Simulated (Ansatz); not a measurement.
**SrO: modes and screening against the lattice constant**

Theory: DFT r2SCAN, scalar-relativistic, plane waves, PAW (Ansatz). Cutoff 500 eV, 8×8×8 k-points (Γ-centred), fixed occupations. No spin polarisation. Phonons by linear response, acoustic sum rule imposed.

The cell is fixed (symmetry leaves no force on the atoms) and stands under 5.4 GPa:
```
Sr O
1.0
     0.00000    2.53630    2.53630
     2.53630    0.00000    2.53630
     2.53630    2.53630    0.00000
Sr O
1 1
Direct
  0.00000 0.00000 0.00000
  0.50000 0.50000 0.50000
```

The cell is the ideal cubic rocksalt prototype.

Task: How do the optical zone-centre modes (counted from the lowest optical one, degenerate ones once; i marks imaginary ones; without the LO field) and the screening change over a = 5.073 and 5.160 Å?

Result:
```
               a (Å)  5.073  5.160
      pressure (GPa)    5.4    0.0
gap on the mesh (eV)   3.77   3.80
                  ε∞   3.54   3.52
                  ε0   14.7   17.0
       mode 1 (cm⁻¹)    244    214
```

Cost: 2 runs of about 0.99 core-minutes in all, on Intel Xeon 6975P-C (Granite Rapids) (shared hosts).